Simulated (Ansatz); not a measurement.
Values for one crystal, relaxed and computed with the program Ansatz at the LDA level (PAW); other levels are named.

```yaml
volume_per_atom: 20.65 Å³
electronic_character: metallic (no gap)
zone_centre_stability: no imaginary mode at Γ
Formation energy from the elements (no fitted shifts): -0.46 eV/atom
highest_zone_centre_frequency: 460 cm^-1
Pressure derivative B′: 3.9
Bulk modulus (Birch–Murnaghan fit): 68.0 GPa
```

Q: Pick the material that matches.
A) TiS2, CdI2 type
B) Si2Ru, MoSi2 or CaC2 type
C) W2C, Pnnm (W on 4g, C on 2a)
D) CaSi2, R-3m (Ca on 6c, Si on 6c, Si on 6c)

A: D, CaSi2, R-3m (Ca on 6c, Si on 6c, Si on 6c)

The workflow started from a Materials Project entry (that database holds measured and hypothetical structures alike); the Crystallography Open Database copy checked does not list it. COD files the formula under space group No. 164, so this cell is another polymorph or a model. Its standing as an ambient phase is unchecked. The cell was relaxed with LDA under the symmetry of its start. As this level gives no gap, phonon frequencies hold no LO–TO term and depend on the k-mesh and smearing (Fermi–Dirac, 0.1 eV here). The references are the lowest solids computed at this level, not always the standard phases.

Potentials: the later of the program's two PAW sets.
